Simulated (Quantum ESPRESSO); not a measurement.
# W4Au4: a guest atom moved from site to site

Computed values, not a measurement. The program is pw.x of Quantum ESPRESSO 7.5 (plane-wave density functional theory). The cell is made up: eight metal atoms on a hexagonal close-packed lattice, with elements, volume, strain and displacements drawn at random and not relaxed, so it may be unstable or far from any real phase. PseudoDojo standard norm-conserving files set the functional (PBE unless stated); there is no spin polarisation or spin-orbit coupling, the Fermi-Dirac width of 0.25 eV means electrons at about 2900 K, and the masses in the input are unused placeholders. Heavy elements are run without spin-orbit coupling, which real alloys of them have. A spin test at this wide smearing found no moment, but such smearing suppresses magnetism that the real alloy may have.

The runs move one W atom among sites that otherwise hold Au. Cell, positions, cutoff, mesh and smearing stay as in the input of run 1; sites are counted in its order. Stress in the tables is positive in tension.

Input of run 1:

```
&control calculation='scf', pseudo_dir='./dojo.nc.sr.pbe.v0_5.standard.upf', outdir='./o', disk_io='minimal', tprnfor=.true., tstress=.true. /
&system ibrav=0, nat=8, ntyp=2, nbnd=79, ecutwfc=75.99759826, nosym=.true., tot_charge=0,
 occupations='smearing', smearing='fd', degauss=0.0183746611
/
&electrons conv_thr=1.470e-08, electron_maxstep=70, mixing_beta=0.5 /
ATOMIC_SPECIES
Au 1.0 Au.upf
W 1.0 W.upf
CELL_PARAMETERS angstrom
0.0 0.0 -4.8127
0.0 5.0785 0.0
5.8642 0.0 0.0
ATOMIC_POSITIONS angstrom
W 0.1094 -0.1192 -0.1081
Au 3.02 -0.1263 0.1462
Au 1.4297 2.5233 0.1046
W 4.4572 2.533 0.1252
W 0.076 1.5301 -2.4412
Au 2.8338 1.5963 -2.4201
W 1.5751 4.2667 -2.2671
Au 4.4578 4.244 -2.4343
K_POINTS automatic
5 5 4 1 1 1
```

| run | elements on sites 1 to 8 | free energy less that of run 1 (eV) | -TS (eV) | pressure (GPa) | stress xx (GPa) | stress yy (GPa) | stress zz (GPa) | stress yz (GPa) | stress xz (GPa) | stress xy (GPa) | iterations |
| --- | --- | --- | --- | --- | --- | --- | --- | --- | --- | --- | --- |
| 1 | W Au Au W W Au W Au | 0.000 | -1.453 | -9.67 | 8.01 | 10.11 | 10.89 | 0.17 | -0.16 | -1.41 | 18 |
| 2 | Au W Au W W Au W Au | 0.162 | -1.345 | -10.44 | 10.14 | 9.91 | 11.27 | 0.12 | 0.99 | -1.47 | 17 |
| 3 | Au Au W W W Au W Au | -0.016 | -1.321 | -10.40 | 9.07 | 9.22 | 12.93 | -0.28 | 0.83 | 0.16 | 17 |
| 4 | Au Au Au W W Au W W | 0.149 | -1.397 | -10.05 | 8.10 | 11.33 | 10.71 | 0.55 | 0.25 | -0.55 | 17 |

Forces Fx Fy Fz (eV/Å):

| site | run 1 | run 2 | run 3 | run 4 |
| --- | --- | --- | --- | --- |
| 1 | -0.58 0.12 0.41 | -0.73 0.85 1.00 | -0.45 0.69 1.06 | -0.92 0.74 0.92 |
| 2 | -0.38 0.09 -1.07 | -0.20 0.25 -0.94 | -0.30 0.33 -0.91 | -0.04 0.38 -0.93 |
| 3 | 0.31 -0.15 -0.57 | 0.62 -0.21 -0.48 | -0.83 -0.06 -0.45 | 0.32 -0.30 -0.46 |
| 4 | 1.05 -0.93 -0.50 | -0.18 -0.86 -0.54 | 1.26 -0.99 -0.39 | 0.44 -0.47 0.01 |
| 5 | -0.71 0.98 0.39 | -0.79 0.91 0.39 | -0.53 1.67 0.03 | -1.38 1.16 0.36 |
| 6 | 1.38 1.13 0.68 | 1.17 0.65 0.75 | 1.30 0.94 0.81 | 1.47 1.00 0.62 |
| 7 | -1.51 -0.19 -0.09 | -0.13 -0.80 -0.88 | -0.77 -1.58 -0.75 | -0.59 -1.26 -0.96 |
| 8 | 0.43 -1.05 0.75 | 0.25 -0.80 0.70 | 0.34 -1.01 0.59 | 0.70 -1.26 0.43 |

The sites are displaced and not relaxed, so the energy differences mix bonding between neighbours with strain and are not ordering energies. A rerun of one cell of this series at a higher cutoff and on a denser mesh moved values by no more than 0.008 eV in energy, 0.05 GPa in stress and 0.006 eV/Å in force, and a second program with other atomic files agreed on that cell to 2 % rms in force and 0.5 GPa in pressure.